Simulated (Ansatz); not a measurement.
SiO₂: gradients before and after relaxing the atoms

Start: a COD entry, taken as it stands.

Space group P4_12_12 (No. 92); a = 4.7460, c = 6.4450 Å.

| site | Wyckoff | site symmetry | x | y | z |
| --- | --- | --- | --- | --- | --- |
| Si | 4a | ..2 | 0.3237 | 0.3237 | 0.0000 |
| O | 8b | 1 | 0.2338 | 0.1546 | 0.1992 |

One atom of each set is listed.

All values are calculated (Ansatz; DFT, PBE, plane waves and PAW (field gradients read without the response of the frozen cores, which leaves them typically 4 to 6 % off), scalar-relativistic, 420 eV cutoff, Γ-centred 5×5×3 k-points, Fermi–Dirac smearing 0.02 eV), not measured.

The largest force at the start is 2.0 eV/Å. Relaxing the ions at fixed cell moves them by 0.066 Å at most (atom 8, O) and 0.057 Å rms. End positions:

Si (0.3281, 0.3281, 0.0000)
O (0.2266, 0.1604, 0.2069)

| site | moved (Å) | first shell before | first shell after | V_zz before (10²¹ V/m²) | η before |
| --- | --- | --- | --- | --- | --- |
| Si | 0.029 | 4 O at 1.57–1.63 Å | 4 O at 1.62–1.63 Å | -1.11 | 0.35 |
| O | 0.066 | 2 Si at 1.57–1.63 Å, angle 135° | 2 Si at 1.62–1.63 Å, angle 132° | 8.54 | 0.23 |

Q: How do the gradients change?

A: 

```csv
site,V_zz after,η after,change of V_zz
Si,-0.63,0.64,–
O,8.80,0.35,+0.26
```

The largest change of V_zz along a kept axis is on O, from 8.54 to 8.80. The whole tensor moves most on Si, by 1.44 along its most changed direction. In per cent, |V_zz| changes by +3 on O (all sites that start above 0.5, bar those whose gradient vanishes or changes sign or whose main axis turns by over 40°). On Si the largest principal value lies along another axis in the second run, so the two V_zz can't be compared directly.

The cell is 15 % smaller than that of α-cristobalite at ambient conditions, so the entry probably stands for a crystal under pressure.
After: At this cell the PBE pressure is 6 GPa, so with PBE the cell would grow if it were relaxed.
